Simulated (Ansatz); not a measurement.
A geometry of SnO2 away from equilibrium: step 2 of the relaxation of a relaxed SnO2 cell, doubled along one cell vector, shaken by Gaussian noise of σ = 0.08 Å a coordinate. Method: r2SCAN (plane waves to 500 eV, PAW, scalar-relativistic; Ansatz, a quantum-chemistry and plane-wave program). Γ-centred k-mesh 7×4×8 on the run's cell (coarser than for final values), Fermi–Dirac smearing 0.05 eV.

```xyz
6
Lattice="3.5088 0.0082 -0.0020 0.0164 6.9824 -0.0030 -0.0016 -0.0012 2.7992" Properties=species:S:1:pos:R:3 pbc="T T T"
O     -0.0006     1.7917     1.4482
O     -0.0419     5.3364     1.4191
O      1.7620     0.1149     1.3702
O      1.7157     3.5233     1.4259
Sn     1.7908     1.8487     0.0088
Sn     1.7023     5.3756    -0.0077
```

Task: Which atoms carry the largest force, and which way does it point?

Result: 0.54 eV/Å, on O3 (atoms numbered as listed); on O3 its components are (-0.28, -0.31, -0.34).

Task: What is the pressure?

Result: +0.6 GPa, compression positive.

Task: How far above the relaxed end point is this geometry?

Result: 0.84 eV/atom; the path ends in R-3m (No. 166).

No spin polarisation in the result. Without a van der Waals term the distances between weakly bound units are poorly fixed.

Of the parent cell (P4/mmm (No. 123)): it is a generated cell of SnO2: the first start was made by a random draw of sites in a space group, and the end was not matched to a known phase here, so it may be hypothetical. Known forms of SnO2 include space group No. 136.

The first start was generated by a random draw of sites in a space group. Materials Project lists a structure of SnO2 in the same space group, R-3m (No. 166); the sites were not compared with it, nor with measured phases. Known forms of SnO2 include space group No. 136.
